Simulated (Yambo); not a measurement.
G0W0@PBEsol for MgCrO4 (space group Cmcm, No. 63) in Yambo. Reference settings: 2×2×2 Γ-centred k mesh, bands 11 to 231 and a 7 Ry block in the screening, 231 bands in G with the Bruneval-Gonze terminator, plasmon pole fitted at 27.2 eV. The PBEsol gap Γ → (-0.5, -0.5, 0) on this mesh is 2.40 eV; G0W0 gaps are taken between the same points.

The settings were changed. The gap went from 4.91 eV to 4.81 eV, and the shift of the valence edge from -0.64 eV to -0.57 eV.

**Question.** Name the change that produced these shifts.
A) 157 bands in W, 157 bands in G
B) pole fitted at 15 eV
C) 2 Ry block
D) no random integration

**Answer.** B, pole fitted at 15 eV. The others gave (gap, valence shift): 157 bands in W, 157 bands in G: 4.89, -0.58 eV; no random integration: 4.85, -0.44 eV; 2 Ry block: 5.70, -0.89 eV.

Geometry of the Materials Project entry, not relaxed at this level; primitive cell a = 4.9864 Å, b = 4.9864 Å, c = 6.3368 Å, α = 90.00°, β = 90.00°, γ = 113.25°.

The runs are not spin-polarised; magnetic order was not tried.

A shift is the quasiparticle energy of the state minus its PBEsol energy.
